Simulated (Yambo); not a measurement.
Absorption of KScS2O8 (space group C2/m, No. 12) with and without the electron-hole interaction (Yambo, PBEsol bands; 4×4×2 mesh, 18 valence and 15 conduction bands, static screening with 109 bands and a 3 Ry block, scissor 3.75 eV, Tamm-Dancoff; field along x). Axes are Cartesian, with cell vectors (Å) (4.27, -2.68, 0.00), (4.27, 2.68, 0.00), (-0.66, 0.00, 8.16).

| E (eV) | Im ε, BSE | Im ε, independent quasiparticles |
|---|---|---|
| 5.45 | 0.08 | 0.02 |
| 5.55 | 0.09 | 0.02 |
| 5.65 | 0.10 | 0.02 |
| 5.75 | 0.12 | 0.02 |
| 5.85 | 0.14 | 0.02 |
| 5.95 | 0.17 | 0.03 |
| 6.05 | 0.20 | 0.03 |
| 6.15 | 0.25 | 0.03 |
| 6.25 | 0.31 | 0.03 |
| 6.35 | 0.42 | 0.03 |
| 6.45 | 0.59 | 0.03 |
| 6.55 | 0.91 | 0.04 |
| 6.65 | 1.47 | 0.04 |
| 6.75 | 2.47 | 0.04 |
| 6.85 | 3.85 | 0.04 |
| 6.95 | 4.54 | 0.05 |
| 7.05 | 3.66 | 0.05 |
| 7.15 | 2.92 | 0.06 |
| 7.25 | 2.14 | 0.06 |
| 7.35 | 1.52 | 0.07 |
| 7.45 | 1.24 | 0.08 |
| 7.55 | 1.06 | 0.09 |
| 7.65 | 0.82 | 0.10 |
| 7.75 | 0.68 | 0.12 |
| 7.85 | 0.60 | 0.15 |
| 7.95 | 0.57 | 0.18 |
| 8.05 | 0.61 | 0.23 |
| 8.15 | 0.72 | 0.31 |
| 8.25 | 0.99 | 0.45 |
| 8.35 | 1.50 | 0.70 |
| 8.45 | 2.22 | 1.09 |
| 8.55 | 2.46 | 1.48 |
| 8.65 | 2.09 | 2.01 |
| 8.75 | 2.02 | 2.37 |
| 8.85 | 1.61 | 2.52 |
| 8.95 | 1.23 | 2.51 |
| 9.05 | 1.12 | 2.11 |
| 9.15 | 1.10 | 1.82 |
| 9.25 | 0.99 | 1.51 |
| 9.35 | 0.90 | 1.01 |
| 9.45 | 0.90 | 0.65 |
| 9.55 | 0.86 | 0.48 |
| 9.65 | 0.89 | 0.41 |
| 9.75 | 1.02 | 0.40 |
| 9.85 | 1.27 | 0.46 |
| 9.95 | 1.55 | 0.56 |
| 10.05 | 1.98 | 0.67 |
| 10.15 | 2.69 | 0.86 |
| 10.25 | 3.48 | 1.19 |
| 10.35 | 3.39 | 1.54 |
| 10.45 | 2.59 | 1.82 |
| 10.55 | 1.87 | 1.83 |
| 10.65 | 1.35 | 1.63 |
| 10.75 | 1.12 | 1.33 |
| 10.85 | 1.15 | 1.13 |
| 10.95 | 1.29 | 0.98 |
| 11.05 | 1.31 | 0.80 |
| 11.15 | 1.28 | 0.70 |
| 11.25 | 1.19 | 0.66 |
| 11.35 | 1.10 | 0.68 |
| 11.45 | 1.01 | 0.77 |
| 11.55 | 0.88 | 0.85 |
| 11.65 | 0.76 | 0.95 |
| 11.75 | 0.73 | 1.18 |
| 11.85 | 0.75 | 1.43 |
| 11.95 | 0.70 | 1.71 |
| 12.05 | 0.67 | 1.87 |
| 12.15 | 0.66 | 2.00 |
| 12.25 | 0.64 | 2.15 |
| 12.35 | 0.68 | 2.34 |

The scissor comes from a G0W0 run whose convergence isn't established. Broadening 0.15 eV. The band window holds all transitions up to 13.8 eV. Fine structure above the onset can come from the mesh.

Geometry of the Materials Project entry, not relaxed at this level; primitive cell a = b = 5.044 Å, c = 8.183 Å, α = β = 93.94°, γ = 64.31°.

The structure is a Materials Project entry; no match was found in the copy of COD used, and its stability was not checked.
